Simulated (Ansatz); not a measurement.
Data:

CuPd (CsCl type, Pm-3m), a = 2.962 Å, b = 2.962 Å, c = 2.962 Å, α = 90.00°, β = 90.00°, γ = 90.00°.

This is the PBEsol-relaxed structure.

### Question
All from plane-wave PAW PBEsol (Ansatz code), unless another level is named. Predict the density of states at the Fermi level.

### Answer
0.62 states/eV per atom (mean over ±0.08 eV).

### Question
And the formation energy from the elements (no fitted shifts)?

### Answer
-107 meV/atom.

### Question
What about the gap with spin–orbit coupling?

### Answer
none (metallic).

The first step of the workflow began from a Materials Project structure, measured or hypothetical; the Crystallography Open Database files this formula in space group No. 221, but the cells were not matched. Whether it is the stable phase at ambient conditions was not checked. Symmetry was held in the PBEsol relaxation; of distortions, only those at the zone centre were tested. The run is not spin-polarised. The references are the lowest solids computed at this level, not always the standard phases. Scalar-relativistic: spin–orbit coupling is off unless named, which matters more the heavier the elements.

Potentials: the later of the program's two PAW sets.
